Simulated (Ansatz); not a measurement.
MgO (rock salt, Fm-3m), the program Ansatz at the PBEsol level (PAW): ε∞ = 3.25, cell volume 18.71 Å³. Infrared-active transverse modes:

```json
[
 {"ω_TO (cm⁻¹)": "387.5", "oscillator strength S_xx (e²/amu)": "0.4065"}
]
```

Question: Compute the static dielectric constant.

Answer: Each mode adds (4.921e7/V) S/ω²: 7.12. So ε0 = 10.4.

Question: What LO frequency does the Lyddane–Sachs–Teller relation give?

Answer: ω_LO = ω_TO √(ε0/ε∞) = 692 cm⁻¹.

Symmetry was held in the PBEsol relaxation; phonons on a q-mesh show no instability. The volume moved by -16 % from the start of the relaxation.

Potentials: the later of the program's two PAW sets.
